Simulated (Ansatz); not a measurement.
Recipe of this trial structure of GeN: 3-, 4-connected net, elements by coordination (Imm2, No. 44). Lengths were set from tabulated atomic sizes, so they are only a guess.

```
Ge N
1.0
    -1.48374    2.87848    2.44641
     1.48374   -2.87848    2.44641
     1.48374    2.87848   -2.44641
Ge N
2 2
Direct
  0.25895 0.60571 0.65324
  0.95247 0.60571 0.34676
  0.01163 0.26301 0.74862
  0.51439 0.26301 0.25138
```

Theory: Ansatz 0.2.0, DFT PBE, scalar-relativistic, plane waves, PAW. Cutoff 420 eV, Gaussian smearing, Γ-centred meshes. Cell and atoms relax first on a coarse mesh and then on a converged one. In between, the cell is made exact in the group found at 0.06 Å. The steps can't lower the symmetry of their start. No spin polarisation.

A guess keeps its type if space group and coordination stay and the shape of the cell changes little (axis ratios within about 15 %, angles within 6°); the volume may change.

Question: Does this structure survive the relaxation?

Answer: It doesn't keep its type. The symmetry stays Imm2 (No. 44). The volume per atom grows by 45.8 %, from 10.4 to 15.2 Å³. The shortest distance goes from 1.76 Å (Ge–N and Ge–Ge) to 1.87 Å (Ge–N). Counting neighbours within 15 % of an atom's shortest distance, the start has Ge 4, N 3 and the end Ge 3, N 3. In detail, at the end Ge is surrounded by 3 N at 1.87–1.88 Å and 1 Ge at 2.52 Å; N is surrounded by 3 Ge at 1.87–1.88 Å.

```
Ge N
1.0
    -1.54757    3.82891    2.57040
     1.54757   -3.82891    2.57040
     1.54757    3.82891   -2.57040
Ge N
2 2
Direct
  0.27078 0.60614 0.66465
  0.94149 0.60614 0.33535
  0.01115 0.26258 0.74857
  0.51401 0.26258 0.25143
```

The last run used a 10×10×10 mesh for its 4-atom cell and Gaussian smearing of 0.02 eV. Symmetry constrained the relaxation, so the result can be a saddle point.
